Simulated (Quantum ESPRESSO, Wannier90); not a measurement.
## Wannierisation of GeSe2 (I-42d)

```yaml
crystal:
  lattice:
    - [5.93663, 0.00000, 0.00000]
    - [0.00000, 5.93663, 0.00000]
    - [-2.96832, -2.96832, 4.78566]
  atoms:
    - { symbol: Ge, position: [0.25000, 0.75000, 0.50000] }
    - { symbol: Ge, position: [0.00000, 0.00000, 0.00000] }
    - { symbol: Se, position: [0.62500, 0.63704, 0.75000] }
    - { symbol: Se, position: [0.88704, 0.37500, 0.25000] }
    - { symbol: Se, position: [0.12500, 0.11296, 0.75000] }
    - { symbol: Se, position: [0.36296, 0.87500, 0.25000] }
```

Structure: Materials Project mp-10074, symmetrised, not relaxed again. Not found in the COD (Crystallography Open Database) copy used; not checked further. Method: PBEsol plane waves in Quantum ESPRESSO 7.5 (PseudoDojo norm-conserving files, 69 Ry, no spin polarisation, no spin-orbit coupling), Bloch states on a 4×4×4 mesh through Γ, Wannier90 4.0.1. Density: 6×6×6 mesh, cold smearing 0.01 Ry. Spin-orbit coupling, left out, would split the p-like bands by a few tenths of an eV.

Base run: 24 functions from bands 31-67 of the 67 computed, start hydrogen-like Ge: s;p; Se: s;p, centres 0.05 Å off the atoms, frozen window up to 3.08 eV relative to the valence-band maximum, outer window open. One thing is changed at a time; window edges are relative to the valence-band maximum. The misfit compares interpolated bands with pw.x on a high-symmetry path, for states up to 2.6 eV relative to the valence-band maximum. Converged means that the tolerances were met: symmetric starts can stop on a saddle, which shows as a larger Ω_OD at equal Ω_I and can move the misfit too.

Question: Which of these settings interpolates worst among those that finish?
A) frozen window to 5.08 eV
B) base
C) outer window to 7.06 eV
D) no frozen window

Answer: D, no frozen window. The whole sweep:

```tsv
setting	functions	frozen to (eV)	Ω_I (Å²)	Ω_D (Å²)	Ω_OD (Å²)	rms misfit (meV)	worst (meV)	ended
base	24	3.08	31.05	0.00	5.14	3.2	26	converged
frozen window to 5.08 eV	24	5.08	36.89	0.02	6.61	5.2	28	converged
no frozen window	24	none	27.31	0.00	4.79	189	925	converged
outer window to 7.06 eV	24	3.08	42.61	0.06	8.85	6.3	40	converged
```
